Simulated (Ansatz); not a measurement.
BAs:
```
BAs
1.0
    3.15438     0.00000     0.00000
   -1.57719     2.73177     0.00000
    0.00000     0.00000     2.87852
B As
1 1
Direct
  0.00000   0.00000   0.00000
  0.66667   0.33333   0.50000
```

Relaxed with PBEsol. Special points in fractions of this cell's reciprocal vectors: Γ (0.000, 0.000, 0.000); M (0.500, 0.000, 0.000); K (0.333, 0.333, 0.000); A (0.000, 0.000, 0.500); L (0.500, 0.000, 0.500); H (0.333, 0.333, 0.500).

### Question
List the band energies nearest the Fermi level at these points for the program Ansatz at the PBEsol with spin–orbit coupling level (PAW).

### Answer
In eV from the Fermi level; about four levels below and three above (degenerate sets whole), none deeper than 8.9 eV; … stands for higher levels left out; points with the same levels are listed once.

| k | below | above |
|---|---|---|
| Γ | -0.29 -0.29 -0.16 -0.16 | 2.03 2.03 4.41 4.41 |
| M | -3.02 -3.02 | 1.26 1.26 2.00 2.00 |
| K | -6.97 -6.87 | 3.07 3.08 4.16 4.17 |
| A | – | 2.95 2.95 2.96 2.96 |
| L | -6.34 -6.34 -4.57 -4.57 | 1.28 1.28 1.35 1.35 |
| H | -2.99 -2.82 -1.92 -1.91 | 9.58 9.61 … |

Space group P-6m2. A made-up cell: these elements were put on the sites of a structure type; neither database checked (COD, Materials Project) lists it. It is not the phase usual at ambient conditions (space group No. 216). Symmetry was held in the PBEsol relaxation. At this level the phase is dynamically unstable (imaginary phonons).

Potentials: the later of the program's two PAW sets.
